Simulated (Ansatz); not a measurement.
GaCl$_{3}$:
```
GaCl3
1.0
   -6.52571     0.00000     0.00000
   -3.26167    -1.96435    -5.55290
   -3.26244    -5.80279     0.00000
Ga Cl
2 6
Direct
  0.33713   0.09190   0.23360
  0.66287   0.90810   0.76640
  0.74662   0.99987   0.00021
  0.25338   0.00013   0.99979
  0.70228   0.17871   0.41712
  0.29772   0.82129   0.58288
  0.82475   0.54021   0.81002
  0.17525   0.45979   0.18998
```

Tensor components refer to the Cartesian frame of this cell.

**Question.** Give the high-frequency dielectric tensor and the Born effective charge tensors of the independent atoms from DFPT, the program Ansatz at the LDA level (PAW).

**Answer.** 
ε∞:
```
 2.95   0.00   0.00
 0.00   3.26  -0.01
 0.00  -0.01   3.09
```
Z* of atom 1 (Ga), rows: field, columns: displacement, in e:
```
 2.10   0.00   0.00
 0.00   2.97  -0.01
 0.00   0.21   2.40
```
Z* of atom 3 (Cl), rows: field, columns: displacement, in e:
```
-0.98   0.00   0.00
 0.00  -1.26  -0.28
 0.00  -0.32  -0.41
```
Z* of atom 5 (Cl), rows: field, columns: displacement, in e:
```
-0.70   0.00   0.00
 0.00  -1.14   0.44
 0.00   0.25  -0.71
```
Z* of atom 7 (Cl), rows: field, columns: displacement, in e:
```
-0.43   0.00   0.00
 0.00  -0.57  -0.15
 0.00  -0.14  -1.29
```

Space group C2/m. The first step of the workflow began from a Materials Project structure, measured or hypothetical; the Crystallography Open Database files this formula in space group No. 12, but the cells were not matched. Its standing as an ambient phase is unchecked. The cell was relaxed with LDA under the symmetry of its start; its stability against distortions is not shown here. A crystal of weakly bound molecules computed without a dispersion correction: the cell and the soft elastic constants depend strongly on that. Scalar-relativistic: spin–orbit coupling is off unless named, which matters more the heavier the elements.

Potentials: the earlier of the program's two PAW sets. The files were generated under PBE; for other functionals the program regenerates the frozen cores, and for LDA and PBEsol the local potential too.
